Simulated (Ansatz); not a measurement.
PtS2 in space group R3m (No. 160; Pt on 3a, S on 3a, S on 3a), LDA in the plane-wave PAW code Ansatz, all energies at zero smearing, with the estimated change up to a 700 eV cutoff added, with one set of potentials and settings (totals compare only within such a set). Cell of 3 atoms (1 Pt, 2 S): -13985.105 eV.

```
element             reference phase  E (eV/atom)
-------  --------------------------  -----------
Pt       Fm-3m, 1 atoms in the cell  -12246.2748
S        Fddd, 32 atoms in the cell    -869.4936
```

Formation energy per atom, worked out: (-13985.105 − 1×(-12246.2748) − 2×(-869.4936))/3 = 0.052 eV/atom (5 kJ per mol of atoms), at 0 K, without zero-point energy or fitted corrections.

The cell is a constructed one: a structure type filled with these elements; neither database checked (COD, Materials Project) lists it. COD files the formula under space group No. 164. Whether it is the stable phase at ambient conditions was not checked. The cell was relaxed with LDA under the symmetry of its start; whether a distortion lowers the energy is not shown. The run is not spin-polarised. A crystal of weakly bound layers computed without a dispersion correction: the cell and the soft elastic constants depend strongly on that. The references are the lowest solids computed at this level, not always the standard phases. Spin–orbit coupling is left out wherever it is not named.

Potentials: the earlier of the program's two PAW sets. The files were generated under PBE; for other functionals the program regenerates the frozen cores, and for LDA and PBEsol the local potential too.
